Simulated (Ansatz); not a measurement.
Zn2CdSe3: stable or not

It was reached by relaxing an invented guess, and it needn't be the stable form of this composition.

Method: Ansatz, DFT PBE, scalar-relativistic, plane waves, PAW. Plane waves to 420 eV, a 6×6×2 mesh through Γ for the 12-atom cell and 0.02 eV Gaussian smearing; no spin polarisation.

```cif
data_structure
_symmetry_space_group_name_H-M 'P6_3mc'
_symmetry_Int_Tables_number 186
_cell_length_a 4.1485
_cell_length_b 4.1485
_cell_length_c 20.5700
_cell_angle_alpha 90.000
_cell_angle_beta 90.000
_cell_angle_gamma 120.000
_cell_volume 306.58
loop_
_atom_site_label
_atom_site_type_symbol
_atom_site_symmetry_multiplicity
_atom_site_Wyckoff_symbol
_atom_site_fract_x
_atom_site_fract_y
_atom_site_fract_z
_atom_site_occupancy
Zn1 Zn 2 b 0.33333 0.66667 0.99768 1
Zn2 Zn 2 b 0.33333 0.66667 0.33870 1
Cd1 Cd 2 b 0.33333 0.66667 0.67054 1
Se1 Se 2 b 0.33333 0.66667 0.11815 1
Se2 Se 2 b 0.33333 0.66667 0.45966 1
Se3 Se 2 b 0.33333 0.66667 0.80026 1
```

Formation energies are uncorrected and refer to the elements' standard structures at the same level.

Q: These tests were run: energy against the elements; random kick, then relaxation without symmetry; phonons on a 2×2×1 q mesh; elastic tensor. What do they show?

A:

```
                                         test                         result
                  energy against the elements                 −0.660 eV/atom
random kick, then relaxation without symmetry                        returns
                    phonons on a 2×2×1 q mesh  no imaginary mode on the mesh
                               elastic tensor        least eigenvalue 18 GPa
```

It fails none of these tests. Other phases of the system weren't compared here, so this isn't yet thermodynamic stability.

The reference form of Se is held partly by dispersion forces, which this level lacks. The kick test ran on a coarse mesh. The run for the phonons used a 6×6×2 k mesh. The run for the elastic tensor used a 6×6×2 k mesh.
